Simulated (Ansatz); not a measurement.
CsPbCl3 (cubic perovskite)

```xyz
5
Lattice="5.7357 0.0000 0.0000 0.0000 5.7357 0.0000 0.0000 0.0000 5.7357" Properties=species:S:1:pos:R:3 pbc="T T T"
Cs     0.0000     0.0000     0.0000
Pb     2.8678     2.8678     2.8678
Cl     0.0000     2.8678     2.8678
Cl     2.8678     2.8678     0.0000
Cl     2.8678     0.0000     2.8678
```

Calculation: PBE (plane waves to 420 eV, PAW, scalar-relativistic; Ansatz, a program for electronic structure). DFPT wavenumbers on a 6×6×6 k mesh, in cm⁻¹; i marks imaginary ones, q is in fractions of the reciprocal vectors of the cell shown, and the three acoustic modes at Γ are left out. The non-analytic (LO-TO) term is not included, so polar modes at Γ have their transverse values. CsPbCl3 was relaxed with its symmetry unable to fall. Spin-orbit coupling is left out, though Pb is heavy. The PAW data are Ansatz's earlier set. This is a high-temperature form of CsPbCl3.

Does any mode at Γ, X = (0.5, 0.0, 0.0), M = (0.5, 0.5, 0.0), R = (0.5, 0.5, 0.5) come out imaginary?

Unstable at this level: the lowest mode is 44i cm⁻¹ at R = (0.5, 0.5, 0.5).

List the wavenumbers at Γ, X = (0.5, 0.0, 0.0), M = (0.5, 0.5, 0.0), R = (0.5, 0.5, 0.5), with degeneracies.


| q | wavenumbers (cm⁻¹) |
|---|---|
| Γ | 10i (×3), 30 (×3), 56 (×3), 111 (×3) |
| X = (0.5, 0.0, 0.0) | 5 (×2), 17 (×2), 39, 41, 47 (×2), 49 (×2), 53, 107, 111 (×2), 231 |
| M = (0.5, 0.5, 0.0) | 43i, 6i (×2), 13, 37, 46 (×2), 47 (×2), 91, 97 (×2), 110, 198, 241 |
| R = (0.5, 0.5, 0.5) | 44i (×3), 12 (×3), 84 (×3), 92 (×3), 197 (×2), 248 |
